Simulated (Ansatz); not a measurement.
**AlIn2N3: the gap under pressure**

AlIn2N3, Cmc2_1, a = 10.187 Å, b = 5.863 Å, c = 5.445 Å. The structure is a Materials Project entry; whether it is the stable form wasn't checked. Ansatz: PBEsol, PAW, 420 eV, Γ-centred 6×6×6 mesh on 12 atoms, Gaussian smearing 0.02 eV; no spin polarisation. Cell and atoms are relaxed at each pressure, and no other structure is tried, so the rows at high pressure may lie past a change of phase. The gap is sought over the whole zone. The pressures are the targets, met within 0.02 GPa.

```tsv
P (GPa)	gap y (eV)
-1.0	?
0.0	0.954
1.0	0.981
4.0	1.057
12.0	1.234
25.0	1.471
```

**Question.** Fit y = E0 + αP + βP² to the other rows and predict the missing gap.

**Answer.** Least squares on the rows shown. y = 0.9552 + 0.02581 P − 0.0002073 P². So α = 25.8 meV/GPa at zero pressure. With a term in P³ added, the coefficient of P becomes 0.02717, 5 % more, which shows how far this figure hangs on the form. At P = -1.0 the fit asked for gives 0.929 eV. The run gave 0.925 eV, so the fit is 0.004 eV too high, a small miss on the scale of the series.

Semilocal functionals give gaps under the measured ones; changes of the gap mostly carry over better.